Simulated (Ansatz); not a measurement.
K$_{2}$PdF$_{6}$:
```yaml
crystal:
  lattice:
    - [5.70949, 0.00000, 0.00000]
    - [-2.85474, 4.94456, 0.00000]
    - [0.00000, 0.00000, 4.61518]
  atoms:
    - { symbol: K, position: [0.33333, 0.66667, 0.71646] }
    - { symbol: K, position: [0.66667, 0.33333, 0.28354] }
    - { symbol: Pd, position: [0.00000, 0.00000, 0.00000] }
    - { symbol: F, position: [0.83733, 0.16267, 0.77363] }
    - { symbol: F, position: [0.16267, 0.83733, 0.22637] }
    - { symbol: F, position: [0.83733, 0.67466, 0.77363] }
    - { symbol: F, position: [0.16267, 0.32534, 0.22637] }
    - { symbol: F, position: [0.32534, 0.16267, 0.77363] }
    - { symbol: F, position: [0.67466, 0.83733, 0.22637] }
```

Relaxed with r²SCAN. r²SCAN (plane waves, PAW; program Ansatz) gives a gap of 2.61 eV.

What gap does HSE06 give on the same cell (Ansatz, PAW)?

4.40 eV, 1.78 eV more. The hybrid was solved on a coarser mesh and at special points; its gap is the smallest among all of these.

```
k  v1 r²SCAN  c1 r²SCAN    v1 HSE06    c1 HSE06
-  ---------  ---------  ----------  ----------
Γ      -0.24       2.97  (withheld)  (withheld)
A      -0.22       2.94       -0.24        4.76
K      -0.12       2.79  (withheld)  (withheld)
H       0.00       2.76  (withheld)  (withheld)
M      -0.04       2.64  (withheld)  (withheld)
L       0.00       2.61       -0.01        4.40
```

Top valence (v1) and lowest conduction level (c1) in eV from each method's valence maximum (which need not be a listed point): supply the withheld HSE06 values.


- M, v1 HSE06: -0.04
- M, c1 HSE06: 4.42
- H, v1 HSE06: 0.00
- H, c1 HSE06: 4.55
- Γ, v1 HSE06: -0.26
- Γ, c1 HSE06: 4.79
- K, v1 HSE06: -0.12
- K, c1 HSE06: 4.59

Cost on shared cores: the r²SCAN run (SCF on a 6×6×6 mesh, then bands and DOS) about 3 core-minutes (a rough figure), the HSE06 run (SCF on 4×4×4, then a few points) around 5 core-minutes (rough); the tasks are unlike.

Space group P-3m1. The workflow started from a Materials Project entry (that database holds measured and hypothetical structures alike); the Crystallography Open Database files this formula in space group No. 164, but the cells were not matched. Whether it is the stable phase at ambient conditions was not checked. The r²SCAN relaxation kept the symmetry of its start; whether a distortion lowers the energy is not shown. No spin polarisation was allowed. Spin–orbit coupling is left out wherever it is not named.

Potentials: the later of the program's two PAW sets.
